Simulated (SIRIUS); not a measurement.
A self-consistent single point of WS₂ (P6_3/mmc, 6 atoms in the cell; from Materials Project mp-224, changed as shown).

```
WS2
1.0
    3.23485     0.00000     0.00000
   -1.61742     2.80146     0.00000
    0.00000     0.00000    13.05279
W S
2 4
Cartesian
  0.00000   1.86764   3.26320
  1.61743   0.93382   9.78959
  0.00000   1.86764   8.22065
  1.61743   0.93382   4.83214
  1.61743   0.93382   1.69425
  0.00000   1.86764  11.35854
```

All values come from this method and carry its errors: PBE, GBRV PBE ultrasoft pseudopotentials (plane waves; SIRIUS).

SIRIUS settings:

| key | value |
|---|---|
| parameters.ngridk | 12 12 2 |
| parameters.xc_functionals | [XC_GGA_X_PBE, XC_GGA_C_PBE] |
| parameters.gk_cutoff | 6.325 1/bohr |
| parameters.pw_cutoff | 14.143 1/bohr |
| parameters.smearing | gaussian |
| parameters.smearing_width | 0.00183747 Ha |
| potentials | GBRV PBE ultrasoft pseudopotentials |
| parameters.electronic_structure_method | pseudopotential |
| parameters.num_bands | 31 |
| parameters.num_mag_dims | 0 |
| parameters.num_dft_iter | 100 |
| parameters.energy_tol | 1e-07 Ha |
| parameters.density_tol | 1e-06 |
| mixer.type | anderson |
| mixer.beta | 0.7 |
| mixer.use_hartree | false |

Results:

| Property | Result |
|---|---|
| Number of valence electrons | 52 |
| Number of bands | 31 |
| Number of k-points after the program's reduction | 38 |
| Number of plane waves (most at a k-point) | 3440 |
| Number of SCF iterations | 34 |
| FFT grid | 30 × 30 × 120 |
| Free energy E − TS | -5646.7131 eV |
| Gap on the k-point mesh | 1.10 eV |
| Pressure | -4.33 GPa |
| Largest force (vector length) | 0.278 eV/Å |

Forces (eV/Å):
```json
[
 {"atom": "W1", "Fx": "0.000", "Fy": "0.000", "Fz": "0.000"},
 {"atom": "W2", "Fx": "0.000", "Fy": "0.000", "Fz": "0.000"},
 {"atom": "S3", "Fx": "0.000", "Fy": "0.000", "Fz": "0.278"},
 {"atom": "S4", "Fx": "0.000", "Fy": "0.000", "Fz": "-0.278"},
 {"atom": "S5", "Fx": "0.000", "Fy": "0.000", "Fz": "0.278"},
 {"atom": "S6", "Fx": "0.000", "Fy": "0.000", "Fz": "-0.278"}
]
```

Stress (GPa, positive for compression):
```
-5.27   0.00   0.00
 0.00  -5.27   0.00
 0.00   0.00  -2.45
```

Gaps are taken between levels on the mesh.

For comparison: a first run was changed to give this one (lattice vector c scaled by 0.99), and from it to this one the free energy falls by 3.3 meV/atom, the pressure goes from -5.70 to -4.33 GPa, the largest force goes from 0.562 to 0.278 eV/Å and the gap on the mesh goes from 1.225 to 1.102 eV.

Spin-orbit coupling is left out, which matters for bands and gaps with elements this heavy. The structure comes from a collection of computed structures, made at another level of theory; the collection holds predicted forms beside known ones. Its lattice was then scaled.

Cost on one core: around 2.3 core-minutes (rough).
